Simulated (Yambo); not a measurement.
# How GW settings move the gap: KCl

G0W0@LDA for KCl (rock salt, space group Fm-3m, No. 225) in Yambo. Reference settings: 4×4×4 Γ-centred k mesh, 136 bands and a 10 Ry block in the screening, 136 bands in G with the Bruneval-Gonze terminator, plasmon pole fitted at 27.2 eV. The LDA gap Γ → Γ on this mesh is 5.12 eV; G0W0 gaps are taken between the same points.

| change from the reference | G0W0 gap Γ → Γ (eV) | shift of the valence edge (eV) | rough Yambo cost |
|---|---|---|---|
| reference settings | 8.42 | -2.22 | 1 |
| 44 bands in G | 8.42 | -2.20 | – |
| wavefunctions cut at 25 Ry | 8.42 | -2.21 | within a factor of two |
| no point-group symmetry | 8.43 | -2.24 | about 4× |
| 44 bands in G, no terminator | 8.21 | -1.77 | – |
| no terminator | 8.38 | -2.13 | – |

The reference isn't shown to be the converged limit. Costs are rough (shared machines), scaled to the same edge states, and given only for runs that recompute the screening.

Geometry relaxed with LDA; primitive cell a = b = c = 4.2959 Å, α = β = γ = 60.00°.

A shift is the quasiparticle energy of the state minus its LDA energy.
